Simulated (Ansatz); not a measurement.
YGe:
```xyz
2
Lattice="3.8119 0.0000 0.0000 -1.9060 3.3012 0.0000 0.0000 0.0000 4.0486" Properties=species:S:1:pos:R:3 pbc="T T T"
Y      0.0000     0.0000     0.0000
Ge     1.9060     1.1004     2.0243
```

Relaxed with r²SCAN. Special points in fractions of this cell's reciprocal vectors: Γ (0.000, 0.000, 0.000); M (0.500, 0.000, 0.000); K (0.333, 0.333, 0.000); A (0.000, 0.000, 0.500); L (0.500, 0.000, 0.500); H (0.333, 0.333, 0.500).

Problem. List the band energies nearest the Fermi level at these points for r²SCAN (plane waves, PAW; program Ansatz).

Solution. In eV from the Fermi level; about four levels below and three above (degenerate sets whole), none deeper than 8.9 eV; points with the same levels are listed once.

| k | below | above |
|---|---|---|
| Γ | -0.40 | 0.38 0.38 0.46 |
| M | -7.86 -3.64 -0.86 | 0.11 1.21 3.25 |
| K | -7.57 -2.77 -2.15 -0.71 | 1.98 2.89 3.11 |
| A | -8.39 -4.42 | 1.29 1.29 1.91 1.91 |
| L | -7.70 -2.58 -2.39 -0.45 | 0.84 4.73 4.79 |
| H | -7.53 -2.80 -2.27 -0.84 | 1.13 4.66 4.98 |

Space group P-6m2. A made-up cell: these elements were put on the sites of a structure type; neither database checked (COD, Materials Project) lists it. Whether it is the stable phase at ambient conditions was not checked. The r²SCAN relaxation kept the symmetry of its start; its stability against distortions is not shown here. The run is not spin-polarised. Spin–orbit coupling is left out wherever it is not named.

Potentials: the later of the program's two PAW sets.
